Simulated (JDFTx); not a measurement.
- surface: Ti(0001)
- bulk: Ti, P6_3/mmc, lattice of mp-46 (not re-optimised)
- slab: 4 atoms in 4 planes, 1x1, 6.8 Å between the outermost planes
- in-plane cell: 2.936 × 2.936 Å, 7.46 Å²
- cell height: 23.0 Å
- sampling: 8×8×1 k mesh, Fermi smearing 0.01 Ha, no spin polarisation

Computed with JDFTx (a modified build): PBE, GBRV ultrasoft potentials, plane waves to 20/100 Ha. Liquid on both sides: CANDLE, water, 2 M NaF; nuclei fixed. At negative charge CANDLE's numbers also depend on the cell height, by up to tenths of a volt.

Charging data:

```csv
U − U_pzc (V),σ (μC/cm²)
-0.11,-4.00
0.00,0.00
0.15,4.81
0.30,13.16
```

Working it through: a check of Lippmann's equation. The grand free energy per area against the neutral slab, Δγ = [F(N) − F(N₀) − μ(N − N₀)]/2A, is taken from the total energies of the same runs.

```
U − U_pzc (V)  Δγ (mJ/m²)
-------------  ----------
-0.11                -2.1
0.00                  0.0
0.15                 -3.4
0.30                -16.1
```

Δγ is largest at zero charge and falls away from it, as dγ/dU = −σ demands. At 0.30 V the computed -16.1 mJ/m² stands beside -19.9 mJ/m² from the constant-capacitance formula.
